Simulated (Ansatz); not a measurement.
AgCl:
```xyz
2
Lattice="0.0000 2.7237 2.7237 2.7237 0.0000 2.7237 2.7237 2.7237 0.0000" Properties=species:S:1:pos:R:3 pbc="T T T"
Ag     2.7237     2.7237     2.7237
Cl     0.0000     0.0000     0.0000
```

Relaxed with PBEsol. Special points in fractions of this cell's reciprocal vectors: Γ (0.000, 0.000, 0.000); X (0.500, 0.000, 0.500); U (0.625, 0.250, 0.625); K (0.375, 0.375, 0.750); L (0.500, 0.500, 0.500); W (0.500, 0.250, 0.750).

Question: List the band energies nearest the valence-band maximum at these points for the program Ansatz at the PBEsol with spin–orbit coupling level (PAW).

Answer: In eV from the valence-band maximum; about four levels below and three above (degenerate sets whole), none deeper than 8.9 eV; points with the same levels are listed once.

| k | below | above |
|---|---|---|
| Γ | -2.52 -2.52 -2.52 -2.52 | 0.68 0.68 10.47 10.47 10.47 10.47 |
| X | -2.01 -2.01 -1.88 -1.88 | 2.09 2.09 7.67 7.67 |
| U | -1.74 -1.74 -1.18 -1.18 | 3.41 3.41 7.01 7.01 |
| L | -0.04 -0.04 0.00 0.00 | 3.82 3.82 6.70 6.70 |
| W | -1.95 -1.95 -1.34 -1.34 | 4.12 4.12 7.59 7.59 |

Space group Fm-3m (rock salt). The cell was relaxed with PBEsol under the symmetry of its start. No spin polarisation was allowed.

Potentials: the later of the program's two PAW sets.
